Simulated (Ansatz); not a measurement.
GdSe2 (fluorite structure)

Level of theory: DFT, PBEsol, scalar-relativistic, collinear spin; plane waves to 420 eV with PAW datasets (Ansatz 0.2.0), 8×8×8 k-mesh, Gaussian smearing of 0.05 eV; PAW files: Ansatz's generated set soft_2.

```
CELL_PARAMETERS angstrom
0.00000 3.39572 3.39572
3.39572 0.00000 3.39572
3.39572 3.39572 0.00000
ATOMIC_POSITIONS crystal
Gd 0.00000 0.00000 0.00000
Se 0.25000 0.25000 0.25000
Se 0.75000 0.75000 0.75000
```

The structure was built from a prototype; whether the compound forms in it isn't claimed.

Magnetic state: ferromagnetic, site spin moments Gd 6.88; Se -0.09 μB.

Cell and atoms are those of this level's equilibrium.

The cell has space group Fm-3m (read at 0.01 Å). In it the stress is -0.02, -0.02, -0.02, 0.00, 0.00, 0.00 GPa and the largest force component 0.000 eV/Å. Each change below starts from this cell, without further relaxation. Stress is in GPa, positive in compression, in the order xx, yy, zz, yz, xz, xy; energies are counted from the cell above and are free energies with the smearing's entropy, which match forces and stress in a metal.

Question: What happens when atom 3 (Se) is moved by 0.05 Å along y?

Answer: The energy changes by 4.9 meV per cell, and the force on it along the shift is -0.195 eV/Å (−F/u = 3.90 eV/Å²). Stress: 0.05, -0.05, 0.05, 0.00, 0.60, 0.00.
| atom | Fx (eV/Å) | Fy | Fz |
| --- | --- | --- | --- |
| Gd1 | 0.000 | 0.086 | 0.000 |
| Se2 | 0.000 | 0.109 | 0.000 |
| Se3 | 0.000 | -0.195 | 0.000 |
In a harmonic crystal the energy would rise by −½F·u = ½ × 3.90 × 0.05² eV = 4.9 meV, which matches.

Question: What stress follows from an engineering strain of -1 % in zz, atoms carried along?

Answer: 1.23, 1.23, -0.56, 0.00, 0.00, 0.00 GPa; the energy changes by -1.5 meV per cell.
The stress across the strain changes more than along it (C12 over C11 with clamped atoms), which a stable cubic crystal can't show: the cell is unstable or the mesh too coarse.
The stress changes with the wrong sign for a stable crystal (a clamped-atom constant of about -55 GPa), so the cell is unstable against this strain on this mesh; in a metal a finer mesh can change the sign.

Without a U the 4f levels of Gd lie too near the Fermi level, so their share of the states there, and what hangs on it, is overstated. No spin–orbit coupling, a notable omission for heavy elements. The run wasn't fully tested for a lower electronic state. Site moments are of spin, integrated over atomic spheres. A displaced or strained copy of the relaxed cell lay 0.6 meV/atom lower, so on this mesh the structure isn't a minimum; in a metal a finer mesh can change so small a difference. Only parallel moments were tried, so the real magnetic order may be another.
